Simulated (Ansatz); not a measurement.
## How much do the gradients of CsPH₄N₂O₂ depend on the method?

Cell: a computed structure from the Materials Project (it need not be an observed phase), atoms as given.

```cif
data_CsPH4N2O2
_symmetry_space_group_name_H-M 'P4_32_12'
_symmetry_Int_Tables_number 96
_cell_length_a 5.6563
_cell_length_b 5.6563
_cell_length_c 15.7218
_cell_angle_alpha 90.000
_cell_angle_beta 90.000
_cell_angle_gamma 90.000
loop_
_atom_site_label
_atom_site_type_symbol
_atom_site_symmetry_multiplicity
_atom_site_Wyckoff_symbol
_atom_site_fract_x
_atom_site_fract_y
_atom_site_fract_z
Cs Cs 4 a 0.1503 0.8497 0.2500
H5 H 8 b 0.9909 0.3671 0.3109
H7 H 8 b 0.2126 0.7913 0.8641
P P 4 a 0.1107 0.1107 0.0000
N N 8 b 0.1420 0.3164 0.0780
O O 8 b 0.1251 0.8451 0.4566
```

One atom of each set is listed.

First run. The numbers come from a DFT calculation in Ansatz (PBE, plane waves and PAW, scalar-relativistic, 420 eV cutoff, Γ-centred 4×4×2 k-points, Fermi–Dirac smearing 0.02 eV).

| site | V_zz (10²¹ V/m²) | η |
| --- | --- | --- |
| Cs | -1.76 | 0.35 |
| H5 | 3.35 | 0.13 |
| H7 | 3.17 | 0.14 |
| P | -3.58 | 0.80 |
| N | -7.55 | 0.10 |
| O | 7.94 | 0.21 |

Second run. The same atoms and settings, except that spin–orbit coupling is included (fully relativistic PAW files).

Problem. Given the first result, estimate the second.

Solution. 

| site | V_zz | η | change of V_zz |
| --- | --- | --- | --- |
| Cs | -1.76 | 0.35 | 0.00 |
| H5 | 3.35 | 0.13 | 0.00 |
| H7 | 3.17 | 0.14 | 0.00 |
| P | -3.58 | 0.80 | 0.00 |
| N | -7.55 | 0.10 | 0.00 |
| O | 7.94 | 0.21 | 0.00 |

No V_zz moves by more than 0.01.
